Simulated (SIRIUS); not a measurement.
# Sensitivity of a calculation on H4NF (P6_3mc, 12 atoms in the cell; from Materials Project mp-23794, lattice scaled a little) to its settings

```
H4NF
1.0
    4.37726     0.00000     0.00000
   -2.18863     3.79082     0.00000
    0.00000     0.00000     7.08708
H N F
8 2 2
Direct
  0.53787   0.07575   0.92307
  0.46213   0.53787   0.42307
  0.92425   0.46213   0.92307
  0.46213   0.92425   0.42307
  0.53787   0.46213   0.92307
  0.07575   0.53787   0.42307
  0.33333   0.66667   0.22863
  0.66667   0.33333   0.72863
  0.33333   0.66667   0.37471
  0.66667   0.33333   0.87471
  0.33333   0.66667   0.99764
  0.66667   0.33333   0.49764
```

Base run A: PBEsol, GBRV PBEsol ultrasoft pseudopotentials run with SIRIUS, self-consistent single point.

Its settings: parameters.ngridk = 7 7 4; parameters.xc_functionals = [XC_GGA_X_PBE_SOL, XC_GGA_C_PBE_SOL]; parameters.gk_cutoff = 6.325 1/bohr; parameters.pw_cutoff = 14.143 1/bohr; parameters.smearing = gaussian; parameters.smearing_width = 0.000734986 Ha; potentials = GBRV PBEsol ultrasoft pseudopotentials; parameters.electronic_structure_method = pseudopotential; parameters.num_bands = 20; parameters.num_mag_dims = 0; parameters.num_dft_iter = 100; parameters.energy_tol = 1e-07 Ha; parameters.density_tol = 1e-06; mixer.type = broyden2; mixer.beta = 0.3; mixer.use_hartree = true.

Forces above 1 eV/Å remain at this geometry. The structure comes from a collection of computed structures, made at another level of theory; the collection holds predicted forms beside known ones. Its lattice was then scaled.

ΔF is the free energy per atom less that of run A. A dash stands where there is no value to compare (another energy zero, no result, no clean gap). Total energies depend on the potentials, the functional and any Hubbard or dispersion term, so they are compared only between runs that share all of them.

Runs:
- B: parameters.ngridk: 7 7 4 → 3 3 2
- C: parameters.use_symmetry: default → false
- D: parameters.gk_cutoff: 6.325 1/bohr → 8.944 1/bohr; parameters.pw_cutoff: 14.143 1/bohr → 20 1/bohr
- E: lattice vector c scaled by 0.99
- F: parameters.xc_functionals: [XC_GGA_X_PBE_SOL, XC_GGA_C_PBE_SOL] → [XC_LDA_X, XC_LDA_C_PW]; pseudopotentials: GBRV PBEsol ultrasoft pseudopotentials → GBRV LDA ultrasoft pseudopotentials [LDA (PW92)]
- G: parameters.ngridk: 7 7 4 → 6 6 3
- H: lattice vector b scaled by 0.98
- I: parameters.energy_tol: 1e-07 Ha → 1e-08 Ha; parameters.density_tol: 1e-06 → 1e-08
- J: parameters.num_dft_iter: 100 → 200; mixer.max_history: default → 8
- K: iterative_solver.num_steps: default → 40
- L: parameters.num_dft_iter: 100 → 200; mixer.use_hartree: true → false

```json
[
 {"run": "A", "ΔF (meV/atom)": "0.00", "pressure (GPa)": "3.91", "largest force (eV/Å)": "1.021", "k-points": "24"},
 {"run": "B", "ΔF (meV/atom)": "0.05", "pressure (GPa)": "3.91", "largest force (eV/Å)": "1.021", "k-points": "6"},
 {"run": "C", "ΔF (meV/atom)": "0.00", "pressure (GPa)": "3.91", "largest force (eV/Å)": "1.021", "k-points": "196"},
 {"run": "D", "ΔF (meV/atom)": "-2.2", "pressure (GPa)": "4.05", "largest force (eV/Å)": "1.019", "k-points": "24"},
 {"run": "E", "ΔF (meV/atom)": "3.1", "pressure (GPa)": "4.74", "largest force (eV/Å)": "1.432", "k-points": "24"},
 {"run": "F", "ΔF (meV/atom)": "–", "pressure (GPa)": "2.86", "largest force (eV/Å)": "1.153", "k-points": "24"},
 {"run": "G", "ΔF (meV/atom)": "0.00", "pressure (GPa)": "3.91", "largest force (eV/Å)": "1.021", "k-points": "14"},
 {"run": "H", "ΔF (meV/atom)": "7.3", "pressure (GPa)": "5.63", "largest force (eV/Å)": "1.787", "k-points": "75"},
 {"run": "I", "ΔF (meV/atom)": "0.00", "pressure (GPa)": "3.91", "largest force (eV/Å)": "1.021", "k-points": "24"},
 {"run": "J", "ΔF (meV/atom)": "0.00", "pressure (GPa)": "3.91", "largest force (eV/Å)": "1.021", "k-points": "24"},
 {"run": "K", "ΔF (meV/atom)": "0.00", "pressure (GPa)": "3.91", "largest force (eV/Å)": "1.021", "k-points": "24"},
 {"run": "L", "ΔF (meV/atom)": "0.00", "pressure (GPa)": "3.91", "largest force (eV/Å)": "1.021", "k-points": "24"}
]
```

Run E against A: The free energy goes up by 3.1 meV/atom, the pressure goes from 3.91 to 4.74 GPa and the largest force goes from 1.021 to 1.432 eV/Å.

Run D against A: The free energy drops by 2.2 meV/atom, the pressure goes from 3.91 to 4.05 GPa and the largest force moves little (1.021 to 1.019 eV/Å).
